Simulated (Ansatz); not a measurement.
Zr5Sn3Se in space group P6_3/mcm (No. 193; Zr on 4d, Zr on 6g, Sn on 6g, Se on 2b), r²SCAN in the plane-wave PAW code Ansatz, all energies at zero smearing, with the estimated change up to a 700 eV cutoff added, with one set of potentials and settings (totals compare only within such a set). Cell of 18 atoms (10 Zr, 6 Sn, 2 Se): -89154.430 eV.

```csv
element,reference phase,E (eV/atom)
Zr,"P6_3/mmc, 2 atoms in the cell",-4195.0260
Sn,"Fd-3m, 2 atoms in the cell",-6038.6401
Se,"P3_121, 3 atoms in the cell",-5478.1269
```

Formation energy per atom, worked out: (-89154.430 − 10×(-4195.0260) − 6×(-6038.6401) − 2×(-5478.1269))/18 = -0.893 eV/atom (-86 kJ per mol of atoms), at 0 K, without zero-point energy or fitted corrections.

The workflow started from a Materials Project entry (that database holds measured and hypothetical structures alike); the Crystallography Open Database copy checked does not list it. Whether it is the stable phase at ambient conditions was not checked. The r²SCAN relaxation kept the symmetry of its start; whether a distortion lowers the energy is not shown. The run is not spin-polarised. The references are the lowest solids computed at this level, not always the standard phases. Spin–orbit coupling is left out wherever it is not named.

Potentials: the later of the program's two PAW sets.
